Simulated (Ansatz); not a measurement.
BeS:
```xyz
4
Lattice="3.3000 0.0000 0.0000 -1.6500 2.8579 0.0000 0.0000 0.0000 5.2547" Properties=species:S:1:pos:R:3 pbc="T T T"
Be     0.0000     0.0000     0.0000
Be     0.0000     0.0000     2.6274
S      0.0000     1.9052     1.3137
S      1.6500     0.9526     3.9410
```

Relaxed with r²SCAN.

Task: Give the Bader charges and basin volumes of the independent atoms, plane-wave PAW r²SCAN (Ansatz code).

Result: 

```tsv
atom	Bader charge (e)	Bader volume (Å³)
Be1	+1.69	2.0
S3	-1.69	22.7
```

Space group P6_3/mmc (NiAs type). This is a known high-pressure phase of the composition, computed here at zero pressure and temperature. The cell was relaxed with r²SCAN under the symmetry of its start; whether a distortion lowers the energy is not shown.

Potentials: the earlier of the program's two PAW sets. The files were generated under PBE; for other functionals the program regenerates the frozen cores, and for LDA and PBEsol the local potential too.
